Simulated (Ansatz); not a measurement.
ZrHg$_{3}$:
```
CELL_PARAMETERS angstrom
      4.40947     0.00000     0.00000
      0.00000     4.40947     0.00000
      0.00000     0.00000     4.40947
ATOMIC_POSITIONS crystal
  Hg 0.00000 0.50000 0.50000
  Hg 0.50000 0.00000 0.50000
  Hg 0.50000 0.50000 0.00000
  Zr 0.00000 0.00000 0.00000
```

Relaxed with r²SCAN. Special points in fractions of this cell's reciprocal vectors: Γ (0.000, 0.000, 0.000); X (0.000, 0.500, 0.000); M (0.500, 0.500, 0.000); R (0.500, 0.500, 0.500).

### Question
List the band energies nearest the Fermi level at these points for r²SCAN with spin–orbit coupling in the plane-wave PAW code Ansatz.

### Answer
In eV from the Fermi level; about four levels below and three above (degenerate sets whole), none deeper than 8.9 eV; points with the same levels are listed once.

```
k                                below                          above
-  -----------------------------------  -----------------------------
Γ              -0.27 -0.27 -0.27 -0.27  0.29 0.29 2.12 2.12 2.12 2.12
X              -0.42 -0.42 -0.14 -0.14            0.50 0.50 1.50 1.50
M              -3.73 -3.73 -3.07 -3.07            0.10 0.10 0.13 0.13
R  -1.63 -1.63 -1.63 -1.63 -1.11 -1.11            2.28 2.28 2.28 2.28
```

Space group Pm-3m (Cu3Au type). The workflow started from an entry of the Crystallography Open Database (COD). Whether it is the stable phase at ambient conditions was not checked. The r²SCAN relaxation kept the symmetry of its start; whether a distortion lowers the energy is not shown. No spin polarisation was allowed.

Potentials: the later of the program's two PAW sets.
